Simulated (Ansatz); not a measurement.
# BaZrO₃: reading a single point

```
CELL_PARAMETERS angstrom
4.23738 0.00000 0.00000
0.00000 4.23738 0.00000
0.00000 0.00000 4.23738
ATOMIC_POSITIONS crystal
Ba 0.50000 0.50000 0.50000
Zr 0.00000 0.00000 0.00000
O 0.50000 0.00000 0.00000
O 0.00000 0.50000 0.00000
O 0.00000 0.00000 0.50000
```

Single point in Ansatz 0.2.0 with PBE, no spin polarisation. Cutoff 420 eV, PAW datasets, 6×6×6 Γ-centred k mesh, fermi-dirac filling (width 0.0137 eV).

Question: Metal or insulator? Give the gap.

Answer: The gap is 3.16 eV, indirect (the least direct gap found is 3.39 eV).

Question: What is the formation energy?

Answer: -3.28 eV an atom against the elements' usual phases (free molecules for gases, crystals otherwise, with no correction for O₂ or N₂), so it is bound against them; other compounds may still compete. Relaxing would lower it.

Question: Which orbitals make up the band edges?

Answer: Within 0.7 eV of the edges, the states project mainly on O p (95 %) below the gap and on Zr d (89 %) above it.

Question: Describe some of the short contacts.

Answer: Zr–O at 2.12 Å: least valence density 0.62 e/Å³ and ELF 0.21 there. Ba–O at 3.00 Å: least valence density 0.13 e/Å³ and ELF 0.07 there, a closed-shell (ionic or weak) contact. Both are smooth PAW fields, read partly inside the augmentation spheres.

Question: Which element gives electrons and which takes them?

Answer: Bader charges in e: Ba +1.54, Zr +2.55, O -1.36. In the mean Zr gives up most and O takes most.

Question: What does the stress say?

Answer: The pressure is -1.1 GPa (compression positive), so with the atoms held at these fractions the cell would first shrink.

Origin: a known structure type with other elements, at an estimated volume, so it need not be a known compound.
